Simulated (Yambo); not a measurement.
Yambo run on CsCaH₃ (cubic perovskite, space group Pm-3m, No. 221). The wavefunctions are PBEsol (Quantum ESPRESSO, PseudoDojo norm-conserving, 72 Ry, no spin-orbit coupling) ones on a 4×4×4 mesh (11 occupied bands); a = 4.621 Å, b = 4.621 Å, c = 4.621 Å, α = 90.00°, β = 90.00°, γ = 90.00°.

Yambo input:

```
rim_cut
gw0
dyson
el_el_corr
HF_and_locXC
ppa
em1d
RandQpts= 1000000
RandGvec= 1 Ry
EXXRLvcs= 72 Ry
VXCRLvcs= 288 Ry
Chimod= "HARTREE"
% BndsRnXp
 1 | 175 |
%
NGsBlkXp= 3 Ry
% LongDrXp
 1.0 | 1.0 | 1.0 |
%
PPAPntXp= 27.2114 eV
% GbndRnge
 1 | 175 |
%
GTermKind= "BG"
DysSolver= "n"
ExtendOut
% QPkrange
 6 | 6 | 11 | 12 |
%
```

k points by index: 6 = M.

Table of the .qp output:

```
#    K-point    Band    Eo [eV]    E [eV]    E-Eo [eV]    Vxc [eV]    Vnlxc [eV]    Sc|Eo [eV]    Sc|E [eV]    dSc/dw|Eo [eV]    Re(Z)    Im(Z)
#
    6    11    0.000000    -1.393235    -1.393235    -10.75673    -14.30321    1.811777    2.153243    -6.668508    0.803169    -0.001601
    6    12    2.954478    3.797525    0.843047    -8.556265    -4.019515    -3.529802    -3.693704    -5.289479    0.837249    -0.001267
```
(The two width columns are left out.) Convergence of these settings isn't established.

Geometry of the Materials Project entry, not relaxed at this level.

The structure is a Materials Project entry; no match was found in the copy of COD used, and its stability was not checked.
